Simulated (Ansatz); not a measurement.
YN:
```xyz
4
Lattice="3.3924 0.0000 0.0000 -1.6962 2.9379 0.0000 0.0000 0.0000 5.9569" Properties=species:S:1:pos:R:3 pbc="T T T"
Y      0.0000     0.0000     0.0000
Y      0.0000     0.0000     2.9785
N      0.0000     1.9586     1.4892
N      1.6962     0.9793     4.4677
```

Relaxed with HSE06.

**Question.** Give the Bader charges and basin volumes of the independent atoms, the program Ansatz at the HSE06 level (PAW).

**Answer.** 

```tsv
atom	Bader charge (e)	Bader volume (Å³)
Y1	+1.98	12.9
N3	-1.98	16.7
```

Space group P6_3/mmc (NiAs type). A made-up cell: these elements were put on the sites of a structure type; the Crystallography Open Database copy checked does not list it. COD files the formula under space group No. 225. Its standing as an ambient phase is unchecked. Symmetry was held in the HSE06 relaxation; whether a distortion lowers the energy is not shown. The run is not spin-polarised. The volume moved by -28 % from the start of the relaxation.

Potentials: the later of the program's two PAW sets.
